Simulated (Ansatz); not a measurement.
## Ce in Ansatz, relaxation

The input file (Ansatz 0.2.0, plane waves):

```yaml
crystal:
  lattice:
    - [1.547, 3.0035, 0.0]
    - [1.547, -3.0035, 0.0]
    - [0.0, 0.0, -5.246]
  atoms:
    - { symbol: Ce, position: [0.105, 0.895, 0.75] }
    - { symbol: Ce, position: [0.895, 0.105, 0.25] }
kpoints:
  mp_grid: { grid: [8, 8, 5], shift: [0, 0, 0] }
magnetization:
  spin_polarized: false
scf:
  occupations: { method: fermi_dirac }
  lower_state_search: "off"
hamiltonian:
  pseudopotentials: { kind: paw }
  xc: r2scan
basis:
  ecutwfc: 500
  fft_grid_basis: typed
relax:
  max_steps: 40
  cell: { p_target: 5.0 }
output:
  forces: true
  stress: true
  eigenvalues: true
  bader: true
  populations: true
  elf: true
  write_potential: true
  volumetric_format: npy
  dos:
    e_range: [-12, 8]
    de: 0.05
    projected: { site_lists: { Ce: [Ce] } }
  write_density: true
checkpoint:
  read: saved_state
```

Run with:

```bash
ansatz run input.yaml --threads 2 --pin off --max-ram 2560MiB --backend cpu --events-out ev --progress --plain --runs-dir out
```

Origin of the cell: a database entry, scaled a little.

The smearing width isn't typed, so it takes its default of 0.1 eV.

The saved state is a converged single point of the same cell.

Steps («new basis» is an SCF on plane waves selected anew at the same cell):

```json
{"step": "1", "ΔH (meV/atom)": "0.0", "max force component (eV/Å)": "0.271", "P (GPa)": "2.00", "volume (Å³)": "48.75", "SCF iterations": "11", "step was": "accepted"}
{"step": "2", "ΔH (meV/atom)": "-5.5", "max force component (eV/Å)": "0.376", "P (GPa)": "6.19", "volume (Å³)": "45.74", "SCF iterations": "8", "step was": "accepted"}
{"step": "3", "ΔH (meV/atom)": "-18.8", "max force component (eV/Å)": "0.069", "P (GPa)": "5.33", "volume (Å³)": "46.25", "SCF iterations": "8", "step was": "accepted"}
{"step": "4", "ΔH (meV/atom)": "-19.9", "max force component (eV/Å)": "0.013", "P (GPa)": "4.86", "volume (Å³)": "46.59", "SCF iterations": "7", "step was": "accepted"}
{"step": "5", "ΔH (meV/atom)": "-20.2", "max force component (eV/Å)": "0.010", "P (GPa)": "4.99", "volume (Å³)": "46.56", "SCF iterations": "7", "step was": "accepted"}
{"step": "6", "ΔH (meV/atom)": "-20.3", "max force component (eV/Å)": "0.004", "P (GPa)": "4.99", "volume (Å³)": "46.55", "SCF iterations": "6", "step was": "accepted"}
{"step": "7", "ΔH (meV/atom)": "-20.3", "max force component (eV/Å)": "0.000", "P (GPa)": "5.00", "volume (Å³)": "46.55", "SCF iterations": "6", "step was": "accepted"}
{"step": "8", "ΔH (meV/atom)": "-20.0", "max force component (eV/Å)": "0.000", "P (GPa)": "4.99", "volume (Å³)": "46.55", "SCF iterations": "5", "step was": "new basis"}
```

Step 1, with forces in eV/Å:

```xyz
2
Lattice="1.547 3.003 0.000 1.547 -3.003 0.000 0.000 0.000 -5.246" Properties=species:S:1:pos:R:3:forces:R:3 pbc="T T T" step=1
Ce    1.547   -2.373   -3.934    0.000   -0.271    0.000
Ce    1.547    2.373   -1.312    0.000    0.271    0.000
```

Step 2, with forces in eV/Å:

```xyz
2
Lattice="1.510 2.932 0.000 1.510 -2.932 0.000 0.000 0.000 -5.167" Properties=species:S:1:pos:R:3:forces:R:3 pbc="T T T" step=2
Ce    1.510   -2.415   -3.875    0.000    0.376    0.000
Ce    1.510    2.415   -1.292    0.000   -0.376    0.000
```

Step 3, with forces in eV/Å:

```xyz
2
Lattice="1.516 2.966 0.000 1.516 -2.966 0.000 0.000 0.000 -5.141" Properties=species:S:1:pos:R:3:forces:R:3 pbc="T T T" step=3
Ce    1.516   -2.382   -3.855    0.000   -0.069    0.000
Ce    1.516    2.382   -1.285    0.000    0.069    0.000
```

Step 4, with forces in eV/Å:

```xyz
2
Lattice="1.517 2.989 0.000 1.517 -2.989 0.000 0.000 0.000 -5.138" Properties=species:S:1:pos:R:3:forces:R:3 pbc="T T T" step=4
Ce    1.517   -2.412   -3.854    0.000   -0.013    0.000
Ce    1.517    2.412   -1.285    0.000    0.013    0.000
```

Step 8, with forces in eV/Å:

```xyz
2
Lattice="1.513 3.009 0.000 1.513 -3.009 0.000 0.000 0.000 -5.114" Properties=species:S:1:pos:R:3:forces:R:3 pbc="T T T" step=8
Ce    1.513   -2.434   -3.835    0.000    0.000    0.000
Ce    1.513    2.434   -1.278    0.000    0.000    0.000
```

```yaml
Enthalpy_lowered_by: 20.0 meV/atom
Volume_change: -4.51 %
Final_pressure: 4.99 GPa
Relaxation_steps_listed: 8
```

Caveats: f shells without a U or exact exchange are poorly placed; no spin polarisation, so a magnetic state may lie lower; no spin-orbit coupling, though heavy elements are present; the relaxation held the start's symmetry, so the end may be a saddle point.

It ran for 50 s on 2 threads of Arm Neoverse V2 (shared host), peak memory 0.5 GiB, from a saved density.
